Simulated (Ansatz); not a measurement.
A single-point run of Ansatz (plane waves, PAW) on PtSe₂, CdI2 type, with the lines that name the functional removed. The cell was relaxed with r2SCAN+rVV10 and then strained, so it isn't that functional's minimum.

```yaml
crystal:
  lattice:
    - [3.72865, 0.00000, 0.00000]
    - [-1.86433, 3.22911, 0.00000]
    - [0.00000, 0.00000, 5.27716]
  atoms:
    - { symbol: Pt, position: [0.00000, 0.00000, 0.00000] }
    - { symbol: Se, position: [0.33333, 0.66667, 0.24622] }
    - { symbol: Se, position: [0.66667, 0.33333, 0.75378] }
```

```
scf.n_extra_bands = 4 over 25 filled bands (N_el = 50.0): the run solves 29 bands
Pseudopotential: Pt, paw, valence charge 18, recommended cutoff 420 eV
Pseudopotential: Se, paw, valence charge 16, recommended cutoff 420 eV
Crystal: 3 atoms, lattice volume = 63.538 Å³
Basis set: ecut = 420 eV, 1241 PW (Γ)
Symmetry: 12 space group operations
Space group: P-3m1 (ITA 164)
k-points: 24 of 144
hybrid outer 1: dexx = +1.947e-2 eV, tail = 2.01e-4 eV
hybrid outer 2: dexx = +3.842e-6 eV, tail = 1.07e-7 eV, Δε = 2.55e-3 eV, ΔF = 7.79e-3 eV/Å
hybrid outer 3: dexx = +2.948e-9 eV, tail = 3.43e-10 eV, Δε = 1.18e-4 eV, ΔF = 5.01e-4 eV/Å
hybrid SCF converged: 3 outer / 18 inner (+8 warm-up)
Free energy (F): -23467.551750 eV
Internal energy: -23467.551701 eV  (E = F + TS)
E sigma→0 (E₀):  -23467.551725 eV
Entropy (-TS):   -0.000049 eV (-0.016 meV/atom)
Fermi energy:    12.508193 eV
--- Per-component energies (eV) ---
  E_band       = -1137.026535
  E_kinetic    = 871.833478
  E_local      = -7037.362539
  E_nonlocal   = -990.512827
  E_hartree    = 3255.740889
  E_xc         = -375.724958
  E_vxc        = -396.712527
  E_exx        = -200.213272
  E_paw        = -13172.916156
  E_vpaw       = 304.673382
  E_ewald      = -5814.225615
  E_core_change = -4.169753
  E_smearing   = -0.000049
--- Forces (eV/Å), atoms counted from 1 ---
  atom   1  Pt      0.00000      0.00000      0.00000
  atom   2  Se      0.00000      0.00000    -0.31673
  atom   3  Se      0.00000      0.00000      0.31673
--- Stress (GPa, compression-positive) ---
       -0.750546       0.000000       0.000000
        0.000000      -0.750546       0.000000
        0.000000       0.000000      -0.150870
  P = ⅓ Tr σ = -0.5507 GPa (-5.507 kbar)
--- Band table (eV; the first three rows and the last of 24) ---
  k-point 0: bands = […, 7.2969, 7.2969, 8.8316, 11.0204, 11.0204, 12.4232, 14.1385, 14.1385, 16.6005, 17.0693]
  k-point 1: bands = […, 7.2840, 7.2840, 8.8813, 10.8345, 10.8345, 11.2153, 14.5029, 14.5029, 17.0044, 18.2104]
  k-point 2: bands = […, 7.2715, 7.2715, 9.0513, 9.9527, 10.6697, 10.6697, 14.8792, 14.8792, 17.5853, 19.2057]
  k-point 23: bands = […, 7.1102, 7.1102, 7.5566, 7.7733, 9.0347, 9.0347, 14.5295, 14.5295, 19.5540, 20.0035]
```

bands.tsv, columns around the gap (it counts bands from 0):
```tsv
# k_distance	band_20	band_21	band_22	band_23	band_24	band_25	band_26	band_27	band_28
# fermi_ev = 12.508194
# [0, 0, 0] at k_distance = 0.000000
# [0.5, 0, 0] at k_distance = 0.972899
# [0.3333333333, 0.3333333333, 0] at k_distance = 1.534602
# [0, 0, 0.5] at k_distance = 2.805998
# [0.5, 0, 0.5] at k_distance = 3.778896
# [0.3333333333, 0.3333333333, 0.5] at k_distance = 4.340600
# [0, 0.25, 0.3333333333] at k_distance = 5.109704
# [0, 0.283854, 0.294271] at k_distance = 5.190341
# levels_relative_to = fermi_ev
0.000	-5.211	-3.677	-1.488	-1.488	-0.085	1.630	1.630	4.092	4.561
0.973	-4.735	-4.569	-4.275	-4.003	-3.836	0.848	2.412	5.051	6.077
1.535	-5.758	-4.999	-3.460	-2.658	-2.658	0.119	0.119	4.432	8.251
2.806	-5.237	-3.457	-2.556	-1.838	-1.838	2.371	2.371	5.077	6.698
3.779	-4.737	-4.631	-4.305	-3.414	-2.052	1.190	1.744	4.719	5.140
4.341	-5.398	-4.952	-4.735	-3.474	-3.474	2.021	2.021	7.046	7.495
5.110	-5.452	-4.462	-2.229	-1.928	-0.985	0.011	1.118	4.505	6.370
5.190	-5.416	-4.547	-2.493	-2.174	-0.944	-0.106	1.176	4.390	6.119
```
In order the rows are Γ, M, K, A, L, H, (0, 1/4, 1/3), (0, 0.284, 0.294).

Problem. Which functional gave these numbers?
A. HSE06
B. PBE0
C. Hartree-Fock
D. r2SCAN0

Solution. A. HSE06. The exchange loop and the term E_exx show exact exchange. With HSE06 the bands overlap by 0.02 eV (counted from 1, band 25 peaks at Γ and band 26 bottoms out at k = (0, 0.284, 0.294)): no gap. (Only one starting filling was tried, which a hybrid may keep.) Among hybrids the size of the gap and of E_exx follows the share and range of exact exchange. The stress of a hybrid is loosely converged here. The log narrows the family; the member has to be judged from the numbers.

It took 47 s on 1 × NVIDIA H100 80GB HBM3 with 2 threads of AMD EPYC 7R13 Processor (Zen 3) (shared host), load about 0.7 per core; peak host memory 2.7 GiB.

No spin polarisation and no zero-point or thermal motion.

No spin-orbit coupling is included; it can move band edges with weight on the heavy atoms by tenths of an eV.

Gaps or overlaps of about a tenth of an eV are at the limit of these meshes: between the points read a gap can be smaller or closed.

The meshes of the hybrids are coarse, so their gaps aren't converged to the digits shown.
